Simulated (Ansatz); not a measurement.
Space group Fm-3m (No. 225). a = 7.594 Å, b = 7.594 Å, c = 7.594 Å, α = 90.00°, β = 90.00°, γ = 90.00°
| atom | site | symmetry | x | y | z |
| --- | --- | --- | --- | --- | --- |
| Sn | 4a | m-3m | 0.0000 | 0.0000 | 0.0000 |
| Sn | 8c | -43m | 0.2500 | 0.7500 | 0.7500 |
| Bi | 4b | m-3m | 0.5000 | 0.0000 | 0.0000 |

Equation of state of this Sn₃Bi structure (not necessarily the ground state), with shape and atoms relaxed at each volume where symmetry leaves them free. It has no gap at any of these volumes. Method: DFT PBEsol, scalar-relativistic, plane waves, PAW in Ansatz.

Plane waves to 420 eV, a k mesh through Γ of 10×10×10 on the computed 4-atom cell and Gaussian smearing (0.10 eV); no spin polarisation.

```
V (Å³/atom) E − E(largest V) (meV/atom) P (GPa)
     24.091                        48.04     9.60
     24.912                         6.70     6.57
     25.734                       -20.45     4.01
     26.555                       -35.51     1.84
     27.376                       -40.22     0.00
     28.197                       -36.14    -1.56
     29.019                       -24.71    -2.87
     30.114                         0.00    -4.30
```

Question: Fit a third-order Birch–Murnaghan equation to E(V).

Answer: V0 = 27.39 Å³/atom, B0 = 56 GPa, B0' = 4.5.

Spin-orbit coupling is left out, which matters for the bands of heavy elements.